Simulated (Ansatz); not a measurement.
Na$_{2}$H$_{6}$PtO$_{6}$:
```xyz
15
Lattice="5.6919 0.0000 0.0000 -2.8459 4.9293 0.0000 0.0000 0.0000 34.0000" Properties=species:S:1:pos:R:3 pbc="T T F"
Na     0.0000     3.2862    16.6343
H      2.8503     3.3328    15.1646
H      4.3071     0.7944    15.1646
H      1.3804     0.8020    15.1646
Pt     0.0000     0.0000    17.0000
O      3.5266     3.4305    15.8442
O      4.0535     0.1600    15.8442
O      0.9577     1.3389    15.8442
Na     2.8459     1.6431    17.3657
H     -0.0044     1.5965    18.8354
H     -1.4611     4.1349    18.8354
H      1.4655     4.1273    18.8354
O     -0.6807     1.4988    18.1558
O     -1.2076     4.7694    18.1558
O      1.8882     3.5904    18.1558
```
Free-standing layer in the xy plane with vacuum along z and no interaction between images.

Relaxed with r²SCAN+D4.

### Question
All from r²SCAN+D4 in the plane-wave PAW code Ansatz, unless another level is named. Give the HSE06 gap on the r²SCAN+D4 cell.

### Answer
5.01 eV.

### Question
Predict the band gap.

### Answer
3.61 eV (direct).

### Question
What about the electron affinity (Kohn–Sham)?

### Answer
1.59 eV.

Space group P-3. The layer was cut from a bulk entry of the Materials Project (measured or hypothetical); whether that bulk phase is the ambient one, and whether the layer has been isolated, was not checked. The cell was relaxed with r²SCAN+D4 under the symmetry of its start; whether a distortion lowers the energy is not shown. The run is not spin-polarised. Spin–orbit coupling is left out wherever it is not named.

Potentials: the later of the program's two PAW sets.
